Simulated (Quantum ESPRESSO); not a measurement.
pw.x input (Quantum ESPRESSO 7.5; PBEsol, PseudoDojo standard norm-conserving files, scalar-relativistic):

```
&CONTROL
  calculation = 'scf'
  pseudo_dir = './pseudo'
  outdir = './out'
  tprnfor = .true.
  tstress = .true.
/
&SYSTEM
  ibrav = 0
  nat = 6
  ntyp = 3
  ecutwfc = 70.0
  ecutrho = 280.0
  occupations = 'smearing'
  smearing = 'fd'
  degauss = 0.002
  nbnd = 28
  assume_isolated = '2D'
/
&ELECTRONS
  conv_thr = 6e-10
/
ATOMIC_SPECIES
Ca 40.0780 Ca.upf
Sr 87.6200 Sr.upf
I 126.9045 I.upf
CELL_PARAMETERS angstrom
  7.954784209000   0.000000000000   0.000000000000
  0.000000000000   4.576833522000   0.000000000000
  0.000000000000   0.000000000000  16.600000000000
ATOMIC_POSITIONS crystal
Ca   0.000000000000   0.000000000000   0.000000000000
Sr   0.500000000000   0.500000000000   0.000000000000
I   0.845497019300   0.500000000000   0.105189169500
I   0.319499139700   0.000000000000   0.107502645400
I   0.154502980700   0.500000000000  -0.105189169500
I   0.680500860300   0.000000000000  -0.107502645400
K_POINTS automatic
4 6 1 0 0 0
```

End of the output:

```
     total energy              =    -250.02832896 Ry
     estimated scf accuracy    <          5.0E-09 Ry
     total energy              =    -250.02832897 Ry
     estimated scf accuracy    <       0.00000001 Ry
     total energy              =    -250.02832898 Ry
     estimated scf accuracy    <          3.2E-09 Ry
[...]
     the Fermi energy is    -3.5111 ev
!    total energy              =    -250.02832898 Ry
     estimated scf accuracy    <          6.3E-11 Ry
     smearing contrib. (-TS)   =      -0.00000000 Ry
     internal energy E=F+TS    =    -250.02832898 Ry
     The total energy is F=E-TS. E is the sum of the following terms:
     one-electron contribution =   -1093.81727715 Ry
     hartree contribution      =     543.58887538 Ry
     xc contribution           =     -62.91138979 Ry
     ewald contribution        =     363.11146258 Ry
     convergence has been achieved in  11 iterations
     Forces acting on atoms (cartesian axes, Ry/au):
     atom    1 type  1   force =     0.00000000    0.00000000    0.00000000
     atom    2 type  2   force =     0.00000000    0.00000000    0.00000000
     atom    3 type  3   force =    -0.00030175    0.00000000   -0.00039549
     atom    4 type  3   force =     0.00027495    0.00000000    0.00042953
     atom    5 type  3   force =     0.00030175   -0.00000000    0.00039549
     atom    6 type  3   force =    -0.00027495    0.00000000   -0.00042953
     Total force =     0.001008     Total SCF correction =     0.000014
```
In a gapped system the printed Fermi energy is only some level inside the gap.

Spin-orbit coupling is not included.

Geometry relaxed with PBEsol.
